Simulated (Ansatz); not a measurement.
MoPd:
```
CELL_PARAMETERS angstrom
      3.13983     0.00000     0.00000
      0.00000     3.13983     0.00000
      0.00000     0.00000     3.13983
ATOMIC_POSITIONS crystal
  Pd 0.00000 0.00000 0.00000
  Mo 0.50000 0.50000 0.50000
```

Relaxed with r²SCAN. Special points in fractions of this cell's reciprocal vectors: Γ (0.000, 0.000, 0.000); X (0.000, 0.500, 0.000); M (0.500, 0.500, 0.000); R (0.500, 0.500, 0.500).

Q: List the band energies nearest the Fermi level at these points for plane-wave PAW r²SCAN with spin–orbit coupling (Ansatz code).

A: In eV from the Fermi level; about four levels below and three above (degenerate sets whole), none deeper than 8.9 eV; points with the same levels are listed once.

| k | below | above |
|---|---|---|
| Γ | -0.16 -0.16 -0.16 -0.16 | 2.28 2.28 2.28 2.28 |
| X | -0.47 -0.47 -0.24 -0.24 | 1.26 1.26 3.65 3.65 |
| M | -1.91 -1.91 -1.14 -1.14 | 0.39 0.39 1.04 1.04 |
| R | -1.84 -1.84 -1.84 -1.84 | 2.66 2.66 2.66 2.66 |

Space group Pm-3m (CsCl type). The start of the workflow was typed in or built on a structure type; neither database checked (COD, Materials Project) lists it. Whether it is the stable phase at ambient conditions was not checked. Symmetry was held in the r²SCAN relaxation. At this level the phase is mechanically unstable. The run is not spin-polarised. Its formation energy is positive at this level, so the cell may be metastable or incomplete.

Potentials: the earlier of the program's two PAW sets.
